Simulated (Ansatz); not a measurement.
# Is this SiGe5 structure a true minimum?

The cell was found from a proposed guess, not taken from experiment.

Computed with DFT PBE, scalar-relativistic, plane waves, PAW in Ansatz. Plane waves to 420 eV, a k mesh through Γ of 12×12×2 on the computed 12-atom cell and Gaussian smearing (0.10 eV); no spin polarisation.

The cell below (12 atoms, space group P-3m1 (No. 164)) is relaxed within its symmetry.

```
CELL_PARAMETERS angstrom
4.03508 0.00000 0.00000
-2.01754 3.49448 0.00000
0.00000 0.00000 19.77475
ATOMIC_POSITIONS crystal
Si 0.33333 0.66667 0.01834
Si 0.66667 0.33333 0.98166
Ge 0.66667 0.33333 0.85865
Ge 0.33333 0.66667 0.14135
Ge 0.00000 0.00000 0.81583
Ge 0.00000 0.00000 0.69002
Ge 0.00000 0.00000 0.18417
Ge 0.00000 0.00000 0.30998
Ge 0.33333 0.66667 0.52138
Ge 0.66667 0.33333 0.47862
Ge 0.66667 0.33333 0.35269
Ge 0.33333 0.66667 0.64731
```

For the test it was strained at random (σ = 1.5 % a component), the atoms were moved at random (σ = 0.15 Å), and all was relaxed again on a coarse 6×6×1 mesh (in the run’s order of axes) with 0.20 eV smearing, with no symmetry imposed.

**Question.** Is the structure stable against such a distortion?

**Answer.** It returns, within 1 meV/atom of the unmoved cell on that mesh and with the same symmetry when read at 0.1 Å (P1 at 0.01 Å, so small strains and shifts remain). So it is stable against the distortions that fit this cell and that this random move excites. Modes that don't fit the cell aren't tested.
